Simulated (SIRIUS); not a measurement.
A self-consistent single point of ZnS (P6_3mc, 8 atoms in the cell; from Materials Project mp-560588, changed as shown).

```
ZnS
1.0
    3.72968     0.00000     0.00000
    0.00000     6.46000     0.00000
    0.00000     0.00000     6.11322
Zn S
4 4
Cartesian
  0.00000   2.15333   0.00086
  1.86484   1.07667   3.05747
  1.86484   5.38333   0.00086
  0.00000   4.30667   3.05747
  0.00000   2.15333   2.29160
  1.86484   1.07667   5.34821
  1.86484   5.38333   2.29160
  0.00000   4.30667   5.34821
```

Computed with PBE, GBRV PBE ultrasoft pseudopotentials (plane waves; SIRIUS 7.12.0).

SIRIUS settings:

parameters.ngridk: 6 4 4
parameters.xc_functionals: [XC_GGA_X_PBE, XC_GGA_C_PBE]
parameters.gk_cutoff: 6.325 1/bohr
parameters.pw_cutoff: 14.143 1/bohr
parameters.smearing: gaussian
parameters.smearing_width: 0.0001 Ha
potentials: GBRV PBE ultrasoft pseudopotentials
parameters.electronic_structure_method: pseudopotential
parameters.num_bands: 62
parameters.num_mag_dims: 0
parameters.num_dft_iter: 100
parameters.energy_tol: 1e-07 Ha
parameters.density_tol: 1e-06
mixer.type: anderson
mixer.beta: 0.5
mixer.use_hartree: false

Results:

* **Number of valence electrons**: 104
* **Number of bands**: 62
* **Number of k-points after the program's reduction**: 36
* **Number of plane waves (most at a k-point)**: 4280
* **Number of SCF iterations**: 19
* **FFT grid**: 36 × 60 × 60
* **Free energy E − TS**: -26436.5352 eV
* **Gap on the k-point mesh**: 2.49 eV
* **Pressure**: 7.93 GPa
* **Largest force (vector length)**: 0.027 eV/Å

Forces (eV/Å):
```json
[
 {"atom": "Zn1", "Fx": "0.000", "Fy": "0.001", "Fz": "0.027"},
 {"atom": "Zn2", "Fx": "0.000", "Fy": "-0.001", "Fz": "0.027"},
 {"atom": "Zn3", "Fx": "0.000", "Fy": "0.001", "Fz": "0.027"},
 {"atom": "Zn4", "Fx": "0.000", "Fy": "-0.001", "Fz": "0.027"},
 {"atom": "S5", "Fx": "0.000", "Fy": "0.001", "Fz": "-0.027"},
 {"atom": "S6", "Fx": "0.000", "Fy": "-0.001", "Fz": "-0.027"},
 {"atom": "S7", "Fx": "0.000", "Fy": "0.001", "Fz": "-0.027"},
 {"atom": "S8", "Fx": "0.000", "Fy": "-0.001", "Fz": "-0.027"}
]
```

Stress (GPa, positive for compression):
```
7.90  0.00  0.00
0.00  7.87  0.00
0.00  0.00  8.02
```

Gaps are taken between levels on the mesh.

For comparison: a first run was changed to give this one (lattice scaled by 0.98), and from it to this one the free energy rises by 36.3 meV/atom, the pressure goes from 2.44 to 7.93 GPa, the largest force goes from 0.011 to 0.027 eV/Å and the gap on the mesh goes from 2.215 to 2.492 eV.

The structure comes from a collection of computed structures, made at another level of theory; the collection holds predicted forms beside known ones.

Cost on one core: about 120 core-seconds (a rough figure).
